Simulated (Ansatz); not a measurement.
Space group I4/mmm (No. 139). a = 3.710 Å, b = 3.710 Å, c = 8.065 Å, α = 90.00°, β = 90.00°, γ = 90.00°
| atom | site | symmetry | x | y | z |
| --- | --- | --- | --- | --- | --- |
| Zn | 4d | -4m2 | 0.0000 | 0.5000 | 0.2500 |
| Zn | 2b | 4/mmm | 0.5000 | 0.5000 | 0.0000 |
| Pd | 2a | 4/mmm | 0.0000 | 0.0000 | 0.0000 |

Equation of state of this Zn$_{3}$Pd structure (not necessarily the ground state), with shape and atoms relaxed at each volume where symmetry leaves them free. It has no gap at any of these volumes. Level of theory: Ansatz 0.2.0, DFT r2SCAN, scalar-relativistic, plane waves, PAW.

Plane waves to 500 eV, a k mesh through Γ of 16×16×16 on the computed 4-atom cell and Gaussian smearing (0.10 eV); no spin polarisation.

```tsv
V (Å³/atom)	E − E(largest V) (meV/atom)	P (GPa)
13.040	5.08	9.51
13.456	-12.69	4.34
13.872	-18.15	0.01
14.288	-13.35	-3.60
14.704	0.00	-6.60
```

Task: Fit a third-order Birch–Murnaghan equation to E(V).

Result: V0 = 13.87 Å³/atom, B0 = 131 GPa, B0' = 5.1.

Cost: 5 runs of about 8.4 core-minutes in all, on AMD EPYC 9R45 (Zen 5) (shared hosts).